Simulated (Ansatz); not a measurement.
SnSe:
```
SnSe
1.0
    0.00000     3.33232     3.33232
    3.33232     0.00000     3.33232
    3.33232     3.33232     0.00000
Se Sn
1 1
Cartesian
  1.66616   1.66616   1.66616
  0.00000   0.00000   0.00000
```

Relaxed with PBEsol. Special points in fractions of this cell's reciprocal vectors: Γ (0.000, 0.000, 0.000); X (0.500, 0.000, 0.500); U (0.625, 0.250, 0.625); K (0.375, 0.375, 0.750); L (0.500, 0.500, 0.500); W (0.500, 0.250, 0.750).

Problem. List the band energies nearest the Fermi level at these points for DFT-PBEsol with spin–orbit coupling in the program Ansatz with PAW potentials.

Solution. In eV from the Fermi level; about four levels below and three above (degenerate sets whole), none deeper than 8.9 eV; points with the same levels are listed once.

```tsv
k	below	above
Γ	-2.22 -2.22 -2.22 -2.22	1.11 1.11 1.65 1.65 1.65 1.65
X	-0.62 -0.62 -0.09 -0.09	4.37 4.37 4.55 4.55
U	-3.41 -3.40 -0.54 -0.45	1.17 1.19 3.32
L	-2.76 -2.76 -2.22 -2.22	2.07 2.07 2.39 2.39
W	-3.89 -3.86 -3.79 -0.01	0.22 1.43 1.80
```

Space group F-43m (zinc blende). The start of the workflow was typed in or built on a structure type; neither database checked (COD, Materials Project) lists it. It is not the phase usual at ambient conditions (space group No. 62). The cell was relaxed with PBEsol under the symmetry of its start. At this level the phase is mechanically unstable.

Potentials: the earlier of the program's two PAW sets. The files were generated under PBE; for other functionals the program regenerates the frozen cores, and for LDA and PBEsol the local potential too.
